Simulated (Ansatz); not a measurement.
An elastic tensor (GPa, Voigt order, standard axes) from PBEsol in the plane-wave PAW code Ansatz:

```
86.4  52.9  44.4   0.0   0.0   0.0
52.9  86.4  44.4   0.0   0.0   0.0
44.4  44.4  95.7   0.0   0.0   0.0
 0.0   0.0   0.0  15.1   0.0   0.0
 0.0   0.0   0.0   0.0  15.1   0.0
 0.0   0.0   0.0   0.0   0.0  16.8
```

**Question.** Which of these materials gives this?
A. MgB2, P6/mmm (Mg on 1a, B on 2d)
B. AlN, P6_3mc (Al on 2a, Al on 2b, N on 2a, N on 2b)
C. CdS, P6_3mc (Cd on 2a, Cd on 2b, S on 2a, S on 2b)
D. B2W, P6_3/mmc (B on 4f, B on 2b, B on 2d, W on 4f)

**Answer.** C, CdS, P6_3mc (Cd on 2a, Cd on 2b, S on 2a, S on 2b)

A made-up cell: these elements were put on the sites of a structure type. Its sites differ from those of the usual phase in this space group: another stacking or structure type. The PBEsol relaxation kept the symmetry of its start; whether a distortion lowers the energy is not shown.

Potentials: the later of the program's two PAW sets.
